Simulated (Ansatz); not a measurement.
ZrSnF$_{6}$:
```yaml
crystal:
  lattice:
    - [6.63650, 0.00000, 0.00000]
    - [0.00000, 5.23503, 0.00000]
    - [-3.67494, 0.00000, 6.34404]
  atoms:
    - { symbol: Sn, position: [0.50000, 0.95799, 0.25000] }
    - { symbol: Sn, position: [0.50000, 0.04201, 0.75000] }
    - { symbol: Zr, position: [0.00000, 0.51996, 0.75000] }
    - { symbol: Zr, position: [0.00000, 0.48004, 0.25000] }
    - { symbol: F, position: [0.23470, 0.80121, 0.91603] }
    - { symbol: F, position: [0.76530, 0.80121, 0.58397] }
    - { symbol: F, position: [0.76530, 0.19879, 0.08397] }
    - { symbol: F, position: [0.23470, 0.19879, 0.41603] }
    - { symbol: F, position: [0.10872, 0.30989, 0.02686] }
    - { symbol: F, position: [0.89128, 0.30989, 0.47314] }
    - { symbol: F, position: [0.89128, 0.69011, 0.97314] }
    - { symbol: F, position: [0.10872, 0.69011, 0.52686] }
    - { symbol: F, position: [0.30653, 0.33109, 0.80986] }
    - { symbol: F, position: [0.69347, 0.33109, 0.69014] }
    - { symbol: F, position: [0.69347, 0.66891, 0.19014] }
    - { symbol: F, position: [0.30653, 0.66891, 0.30986] }
```

Relaxed with r²SCAN+D4. Special points in fractions of this cell's reciprocal vectors: Γ (0.000, 0.000, 0.000); Z (0.000, 0.500, 0.000); D (0.000, 0.500, 0.500); B (0.000, 0.000, 0.500); A (-0.500, 0.000, 0.500); E (-0.500, 0.500, 0.500); C2 (-0.500, 0.500, 0.000); Y2 (-0.500, 0.000, 0.000).

### Question
List the band energies nearest the valence-band maximum at these points for r²SCAN+D4 with spin–orbit coupling (plane waves, PAW; program Ansatz).

### Answer
In eV from the valence-band maximum; about four levels below and three above (degenerate sets whole), none deeper than 8.9 eV; points with the same levels are listed once.

| k | below | above |
|---|---|---|
| Γ | -0.93 -0.93 -0.11 -0.11 | 4.58 4.58 4.61 4.61 |
| Z | -0.50 -0.50 -0.50 -0.50 | 4.53 4.53 4.67 4.67 |
| D | -0.51 -0.51 -0.51 -0.51 | 4.74 4.74 4.74 4.74 |
| B | -0.44 -0.44 -0.44 -0.44 | 4.76 4.76 4.76 4.76 |
| A | -0.31 -0.31 -0.31 -0.31 | 4.73 4.73 4.73 4.73 |
| E | -0.39 -0.39 -0.39 -0.39 | 4.74 4.74 4.74 4.74 |
| C2 | -0.68 -0.68 0.00 0.00 | 4.25 4.25 4.60 4.60 |
| Y2 | -0.30 -0.30 -0.27 -0.27 | 4.37 4.37 4.75 4.75 |

Space group P2/c. The workflow started from an entry of the Crystallography Open Database (COD, 295 K). Whether it is the stable phase at ambient conditions was not checked. Symmetry was held in the r²SCAN+D4 relaxation; whether a distortion lowers the energy is not shown. The run is not spin-polarised.

Potentials: the later of the program's two PAW sets.
